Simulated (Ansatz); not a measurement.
Input file for Ansatz (a quantum-chemistry and plane-wave program):

Ansatz 0.2 input:
```yaml
crystal:
  lattice:
    - [3.1798392194, 0.0, 0.0]
    - [-1.5899196097, 2.753821544, 0.0]
    - [0.0, 0.0, 5.0831438526]
  atoms:
    - { symbol: Al, position: [0.3333333333, 0.6666666667, 0.5027147365] }
    - { symbol: Mg, position: [0.6666666667, 0.3333333333, 0.0065904503] }
    - { symbol: O, position: [0.3333333333, 0.6666666667, 0.1413010061] }
    - { symbol: N, position: [0.6666666667, 0.3333333333, 0.5993838071] }
kpoints:
  mp_grid: { grid: [9, 9, 5] }
basis: { xc_grid: 2 }
hamiltonian:
  xc: pbesol
  pseudopotentials: { azcp: { folder: ./paw }, kind: paw }
scf:
  occupations: { method: fixed }
output:
  optics: { e_range: [0.0, 15.0], de: 0.05, sigma: 0.1, bands: { spectra_wanted_up_to: 12 eV } }
```

Output (shortened):

```
output.optics: the spectra are integrated over the Brillouin zone by k·p interpolation around the k-points, where levels, occupations, output.optics.sigma and …
Pseudopotential: Al, paw, valence charge 3
Pseudopotential: Mg, paw, valence charge 10
Pseudopotential: O, paw, valence charge 6
Pseudopotential: N, paw, valence charge 5
Functional definition: PBEsol
Crystal: 4 atoms, lattice volume = 44.512 Å³
Basis set: ecut = 420 eV, 857 PW (Γ), exchange–correlation on 48×48×72 points (8 copies of the dense FFT grid, shifted against one another)
Bands: 16, of which v1, the nominal top of the filled ones, is band 12 counted from 1 (11 counted from 0)
Symmetry: 6 space group operations
Space group: P3m1 (ITA 156), of the structure as read, at distance tolerance 3.5e-5 Å
k-points: 50 of 405 (time reversal used)
SCF iter   1: F=—  HF=-3383.199451 eV  |F-HF|=—  |Δ(HF+E_count)|=         —  Δρ=1.04e-1  dr2=6.01e0  ethr=3.10e-3  ⟨swp⟩=4.7  Hψ=3961  notcnv=0  defer=91
preconditioner: auto → none
SCF iter   2: F=—  HF=-3381.943542 eV  |F-HF|=—  |Δ(HF+E_count)|=    1.26e0  Δρ=7.17e-2  dr2=1.86e0  ethr=3.10e-3  ⟨swp⟩=3.0  Hψ=2074  notcnv=0  defer=98
SCF iter   3: F=—  HF=-3381.522036 eV  |F-HF|=—  |Δ(HF+E_count)|=   4.22e-1  Δρ=2.31e-2  dr2=1.75e-1  ethr=3.10e-3  ⟨swp⟩=2.1  Hψ=1669  notcnv=0  defer=86
SCF iter   4: F=—  HF=-3381.517133 eV  |F-HF|=—  |Δ(HF+E_count)|=   4.90e-3  Δρ=1.14e-2  dr2=5.32e-2  ethr=7.27e-4  ⟨swp⟩=2.4  Hψ=1567  notcnv=0  defer=99
SCF iter   5: F=—  HF=-3381.508019 eV  |F-HF|=—  |Δ(HF+E_count)|=   9.11e-3  Δρ=1.46e-3  dr2=4.66e-4  ethr=2.22e-4  ⟨swp⟩=2.0  Hψ=1267  notcnv=0  defer=100
SCF iter   6: F=—  HF=-3381.508166 eV  |F-HF|=—  |Δ(HF+E_count)|=   1.47e-4  Δρ=4.07e-4  dr2=3.69e-5  ethr=1.94e-6  ⟨swp⟩=2.0  Hψ=1588  notcnv=0  defer=100
SCF iter   7: F=—  HF=-3381.508137 eV  |F-HF|=—  |Δ(HF+E_count)|=   2.93e-5  Δρ=1.30e-4  dr2=3.55e-6  ethr=1.54e-7  ⟨swp⟩=2.0  Hψ=1400  notcnv=0  defer=34
SCF iter   8: F=—  HF=-3381.508140 eV  |F-HF|=—  |Δ(HF+E_count)|=   3.28e-6  Δρ=2.78e-5  dr2=2.96e-7  ethr=1.48e-8  ⟨swp⟩=2.0  Hψ=1094  notcnv=0  defer=3
SCF iter  11: F=-3381.508139 eV  HF=-3381.508139 eV  |F-HF|=9.09e-13  |Δ(HF+E_count)|=  1.73e-11  Δρ=3.95e-8  dr2=4.69e-13  ethr=1.00e-12  ⟨swp⟩=4.4  Hψ=2762  notcnv=0
SCF 1 converged in 11 iterations: F = -3381.508139 eV  dr2 = 4.69e-13
NSCF: frozen V_eff on 50 k-points
Optics k sum: 0 of 50 k-points
Optics k sum: 3 of 50 k-points
Optics k sum: 5 of 50 k-points
Optics k sum: 8 of 50 k-points
Optics k sum: 10 of 50 k-points
Optics k sum: 13 of 50 k-points
Optics k sum: 15 of 50 k-points
Optics k sum: 18 of 50 k-points
Optics k sum: 20 of 50 k-points
Optics k sum: 23 of 50 k-points
Optics k sum: 25 of 50 k-points
Optics k sum: 28 of 50 k-points
Optics k sum: 30 of 50 k-points
Optics k sum: 33 of 50 k-points
Optics k sum: 35 of 50 k-points
Optics k sum: 38 of 50 k-points
Optics k sum: 40 of 50 k-points
Optics k sum: 43 of 50 k-points
Optics k sum: 45 of 50 k-points
Optics k sum: 48 of 50 k-points
Optics k sum: 50 of 50 k-points
Optics k sum: 0 of 50 k-points
Optics k sum: 3 of 50 k-points
Optics k sum: 5 of 50 k-points
Optics k sum: 8 of 50 k-points
Optics k sum: 10 of 50 k-points
Optics k sum: 13 of 50 k-points
Optics k sum: 15 of 50 k-points
Optics k sum: 18 of 50 k-points
Optics k sum: 20 of 50 k-points
Optics k sum: 23 of 50 k-points
Optics k sum: 25 of 50 k-points
Optics k sum: 28 of 50 k-points
Optics k sum: 30 of 50 k-points
Optics k sum: 33 of 50 k-points
Optics k sum: 35 of 50 k-points
Optics k sum: 38 of 50 k-points
Optics k sum: 40 of 50 k-points
Optics k sum: 43 of 50 k-points
Optics k sum: 45 of 50 k-points
Optics k sum: 48 of 50 k-points
Optics k sum: 50 of 50 k-points
NSCF: frozen V_eff on 1 k-points
NSCF: frozen V_eff on 1 k-points
NSCF: frozen V_eff on 1 k-points
NSCF: frozen V_eff on 1 k-points
output.optics: what the bands over the 26 summed would add to eps1, eps2 and the energy-loss function is held between a lower and an upper bound (7 Lanczos …
SCF converged after 11 iterations
Free energy (F): -3381.508139 eV
Harris-Foulkes:  -3381.508139 eV  (|F-HF|=9.09e-13)
Internal energy: -3381.508139 eV  (E = F + TS)
E sigma→0 (E₀):  -3381.508139 eV
Fermi energy:    6.201092 eV
--- Per-component energies (eV) ---
  E_band       = -318.685855
  E_kinetic    = 396.793823
  E_local      = -2360.140303  (includes V_loc(G=0)·N_el)
  E_nonlocal   = 292.640263
  E_hartree    = 846.480607
  E_xc         = -196.349725
  E_vxc        = -233.155393  (∫ρ·V_xc dr)
  E_paw        = -1026.259972  (= ΣΔE_a)
  E_vpaw       = -107.786946  (= ΣTr[D̂ρ^β])
  E_aug_tail   = 0.001495  (compensation charges beyond the density's cutoff)
  E_ewald      = -1334.815716
  E_core_change = 0.141388  (= ΣΔE_core)
  E_smearing   =  0.000000  (= −TS)
  E_closure    = 0.000000  (closes the sum)
  Σ components = -3381.508139   (vs F -3381.508139, Δ=0.00e0)
  [band-id]    e_kinetic+e_local+e_nonlocal+2·e_hartree+e_vxc+e_vpaw+e_augmentation_tail = -318.685847   (vs E_band -318.685855, Δ=8.39e-6)
--- Band table (eV; the first three rows and the last of 50) ---
  k-point 0: bands = ["-66.1071", "-33.0593", "-33.0593", "-33.0416", "-11.2948", "-6.8199", "1.0780", "4.4079", "4.4079", "5.8224", "6.2011", "6.2011", "9.4984", "13.4713", "16.0006", "17.8610"]
  k-point 1: bands = ["-66.1071", "-33.0593", "-33.0593", "-33.0416", "-11.2769", "-6.8830", "1.3862", "4.4147", "4.4147", "5.1633", "6.1911", "6.1911", "10.1652", "13.2948", "16.0682", "17.7948"]
  k-point 2: bands = ["-66.1071", "-33.0593", "-33.0593", "-33.0417", "-11.2473", "-6.9833", "2.1139", "4.0405", "4.4256", "4.4256", "6.1746", "6.1746", "11.3918", "12.6269", "16.4570", "17.7100"]
  k-point 49: bands = ["-66.1040", "-33.0923", "-33.0821", "-33.0353", "-10.6563", "-5.4941", "1.6796", "2.3567", "2.4967", "3.3951", "4.4042", "6.1311", "13.1279", "13.5337", "14.3708", "16.2308"]
```

Cost: about 4 core-minutes (a rough figure) on shared cores.

The start of the workflow was typed in or built on a structure type; neither database checked (COD, Materials Project) lists it. Whether it is the stable phase at ambient conditions was not checked. The PBEsol relaxation kept the symmetry of its start; its stability against distortions is not shown here. The volume moved by -22 % from the start of the relaxation.

Potentials: the earlier of the program's two PAW sets. The files were generated under PBE; for other functionals the program regenerates the frozen cores, and for LDA and PBEsol the local potential too.

Ansatz is a plane-wave DFT program.
